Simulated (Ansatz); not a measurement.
**Thermal properties of Ni3Ge from its phonons**

Level of theory: DFT LDA, scalar-relativistic, plane waves, PAW in Ansatz 0.2.0. Cutoff 420 eV, 12×12×12 k-points (Γ-centred), Fermi-Dirac smearing of 0.15 eV. No spin polarisation. Phonons by linear response, acoustic sum rule imposed.

The cell, relaxed at this level:
```cif
data_structure
_symmetry_space_group_name_H-M 'P 1'
_symmetry_Int_Tables_number 1
_cell_length_a 3.4905
_cell_length_b 3.4905
_cell_length_c 3.4905
_cell_angle_alpha 90.000
_cell_angle_beta 90.000
_cell_angle_gamma 90.000
_cell_volume 42.53
loop_
_atom_site_label
_atom_site_type_symbol
_atom_site_fract_x
_atom_site_fract_y
_atom_site_fract_z
_atom_site_occupancy
Ni1 Ni 0.50000 0.00000 0.50000 1
Ni2 Ni 0.00000 0.50000 0.50000 1
Ni3 Ni 0.50000 0.50000 0.00000 1
Ge1 Ge 0.00000 0.00000 0.00000 1
```

In a metal, frequencies and elastic constants depend on the k mesh and the smearing, soft modes and shear constants most. Spin polarisation was left out, and a magnetic state may lie lower. Some empty bands missed the eigensolver's threshold.

Force constants from linear response on a 4×4×4 q mesh, interpolated to a fine mesh.

Phonon density of states, in bins of 5 cm⁻¹:
(bin centre (cm⁻¹), share of modes (%)): (2.5, 0.0), (7.5, 0.0), (12.5, 0.0), (17.5, 0.0), (22.5, 0.0), (27.5, 0.0), (32.5, 0.0), (37.5, 0.1), (42.5, 0.1), (47.5, 0.1), (52.5, 0.1), (57.5, 0.1), (62.5, 0.2), (67.5, 0.2), (72.5, 0.3), (77.5, 0.3), (82.5, 0.4), (87.5, 0.5), (92.5, 0.6), (97.5, 0.9), (102.5, 1.5), (107.5, 2.1), (112.5, 2.1), (117.5, 1.7), (122.5, 1.5), (127.5, 1.5), (132.5, 1.6), (137.5, 2.1), (142.5, 2.8), (147.5, 2.7), (152.5, 2.9), (157.5, 2.8), (162.5, 2.9), (167.5, 3.1), (172.5, 3.1), (177.5, 4.0), (182.5, 3.0), (187.5, 3.2), (192.5, 3.4), (197.5, 2.6), (202.5, 2.7), (207.5, 2.6), (212.5, 1.8), (217.5, 1.6), (222.5, 1.5), (227.5, 1.5), (232.5, 1.5), (237.5, 1.5), (242.5, 1.3), (247.5, 2.2), (252.5, 1.8), (257.5, 1.7), (262.5, 1.7), (267.5, 2.6), (272.5, 3.3), (277.5, 2.6), (282.5, 2.5), (287.5, 3.1), (292.5, 2.8), (297.5, 2.6), (302.5, 1.4), (307.5, 0.5), (312.5, 0.3), (317.5, 0.1), (322.5, 0.0)

**Question.** What is the zero-point energy per atom?

**Answer.** 37.0 meV.

**Question.** How large are the vibrational entropy and heat capacity at 300 K?

**Answer.** S = 3.43 k_B and C_V = 2.77 k_B per atom, 92 % of the Dulong–Petit value.

**Question.** Tabulate them against temperature.

**Answer.**
```
T (K) F_vib (meV/atom) S (k_B/atom) C_V (k_B/atom)
  100              34.7          0.89            1.61
  200              20.5          2.35            2.51
  300              -4.7          3.43            2.77
  400             -37.8          4.24            2.86
  500             -77.2          4.88            2.91
  600            -121.6          5.41            2.94
  700            -170.3          5.87            2.95
  800            -222.6          6.26            2.97
  900            -278.1          6.61            2.97
 1000            -336.5          6.93            2.98
```

Whether Ni3Ge exists in this form wasn't checked.

Cost: 1 run of about 59 core-minutes, on Oxide Virtual Turin-like Processor (Zen 5) (shared hosts).